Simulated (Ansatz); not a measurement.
# Fe: from a starting cell to a relaxed one

The start is a generated cell, Fe placed in the hcp structure type. The cell and all atomic positions are relaxed at zero pressure with r2SCAN (plane waves to 500 eV, PAW, scalar-relativistic; Ansatz, an electronic-structure program). The first steps use a coarse 14×14×8 k-mesh.

Input geometry:
```
Fe
1.0
    2.56180     0.00000     0.00000
   -1.28090     2.21859     0.00000
    0.00000     0.00000     4.15933
Fe
2
Cartesian
  0.00000   1.47906   1.03983
  1.28090   0.73953   3.11950
```
Spin-polarised start, with parallel moments on Fe.

Task: How large is the pressure on the unrelaxed cell, and of which sign?

Result: +5.9 GPa (positive: the cell is compressed).

Task: How much energy is released per atom?

Result: 0.03 eV/atom.

Task: How does the volume per atom move from start to end?

Result: +3.2 %, from 11.82 to 12.20 Å³/atom.

Task: How do the shortest distances between atoms change?

Result: The closest pairs of elements (up to four, under 3.6 Å), start → end: Fe–Fe 2.55 → 2.53 Å.

Task: Is the relaxed structure metallic? Give its gap.

Result: No gap (metallic).

Task: What magnetic moments remain?

Result: Net 2.78 μB/atom, ferromagnetic.

Task: Give the final cell and atomic positions.

Result: 
```cif
data_Fe2
_chemical_formula_sum 'Fe2'
_space_group_name_H-M_alt 'P63/mmc'
_space_group_IT_number 194
_space_group_name_Hall '-P 6c 2c'
_cell_length_a 2.53291
_cell_length_b 2.53291
_cell_length_c 4.38995
_cell_angle_alpha 90.000
_cell_angle_beta 90.000
_cell_angle_gamma 120.000
loop_
_atom_site_label
_atom_site_type_symbol
_atom_site_symmetry_multiplicity
_atom_site_Wyckoff_symbol
_atom_site_fract_x
_atom_site_fract_y
_atom_site_fract_z
_atom_site_occupancy
Fe1 Fe 2 c 0.33333 0.66667 0.25000 1
```

The space group stays P6₃/mmc (No. 194) (the run could not lower it); the end is hcp (Mg type), with 2 atoms in the primitive magnetic cell. Final values are on a 21×21×11 k-mesh of the relaxed cell. Spin state reached: ferromagnetic (net 2.78 μB/atom), from parallel starting moments; other spin orders were not run from this start. r2SCAN tends to overstate moments in metals.

The run could not lose the symmetry of its start.

All atoms sit on sites fixed by symmetry, so only the cell could relax.

The relaxed structure has the type that Fe is known to take under pressure; here it was relaxed at zero pressure, from a generated start.
